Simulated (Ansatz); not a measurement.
Below is a relaxed structure of YAl₂N₃. The cell was found from a structure generator's guess, not taken from experiment.

All numbers below come from Ansatz 0.2.0, DFT PBE, scalar-relativistic, plane waves, PAW. Cutoff 420 eV, Γ-centred mesh, Gaussian smearing, no spin polarisation.

```
CELL_PARAMETERS angstrom
2.87627 1.66062 3.65408
-2.87627 1.66062 3.65408
0.00000 -3.32123 3.65408
ATOMIC_POSITIONS crystal
Y 0.50000 0.50000 0.50000
Al 0.73718 0.73718 0.73718
Al 0.26282 0.26282 0.26282
N 0.50000 0.50000 0.00000
N 0.00000 0.50000 0.50000
N 0.50000 0.00000 0.50000
```

Energies over the elements count from the elements' standard structures at the same level (N₂ as a molecule), with no fitted energy shifts.

Question: Find its symmetry and describe it.

Answer: R-3m (No. 166). Conventional cell: a = 5.753 Å, c = 10.962 Å. Y has 6 N at 2.47 Å and 2 Al at 2.60 Å; Al is surrounded by 3 N at 1.83 Å and 1 Y at 2.60 Å; around N lie 2 Al at 1.83 Å and 2 Y at 2.47 Å.

Question: How far does it lie from the elements in energy?

Answer: −0.33 eV/atom.

Question: Is it a metal?

Answer: Yes, bands cross the Fermi level on the 12×12×12 mesh.

The last run used a 12×12×12 mesh for its 6-atom cell and Gaussian smearing of 0.10 eV. A structure relaxed within its symmetry needn't be a true minimum. Another cell of YAl2N3 relaxed alike, in Cmc2_1 (a Materials Project cell), lies 1.06 eV/atom lower, so this cell isn't the stable form at this level.
